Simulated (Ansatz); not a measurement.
# Relaxing palladium (beta-Sn type)

All numbers below come from DFT, PBEsol, plane waves (420 eV) with PAW, scalar-relativistic (Ansatz). The PAW files were generated under PBE, with cores re-solved for the functional.

k-point mesh 13×13×9, Fermi-Dirac smearing 0.05 eV, starting moments 0.50, -0.50 μB. Cell and atoms relax.

Starting structure:

```yaml
crystal:
  lattice:
    - [-2.4185932053, 2.4185932053, 1.3205518901]
    - [2.4185932053, -2.4185932053, 1.3205518901]
    - [2.4185932053, 2.4185932053, -1.3205518901]
  atoms:
    - { symbol: Pd, position: [0.0, 0.0, 0.0], spin: 0.5 }
    - { symbol: Pd, position: [0.75, 0.25, 0.5], spin: -0.5 }
hamiltonian:
  xc: pbesol
  pseudopotentials:
    kind: paw
    azcp:
      Pd: "pseudopotentials/Pd.paw.azcp"
basis:
  ecutwfc: 420
  fft_grid_basis: typed
kpoints:
  mp_grid: { grid: [13, 13, 9], shift: [0, 0, 0] }
magnetization:
  spin_polarized: true
scf:
  occupations: { method: fermi_dirac, width: 0.05 }
relax:
  max_steps: 60
  f_tol: 0.01
  cell: {}
```

Q: What cell does the relaxation end in?

A: C2/c with a = 2.672 Å, b = 4.746 Å, c = 9.319 Å; 14.77 Å³ per atom against 15.45 at the start (-4.4 %).

The cell has left the beta-Sn structure type; it ends in C2/c.

Q: How much energy does the relaxation gain?

A: 342.1 meV per atom.

The k-point mesh keeps fewer symmetry operations than the starting structure has, so the cell can leave it.

Q: Which magnetic state does it end in?

A: non-magnetic.
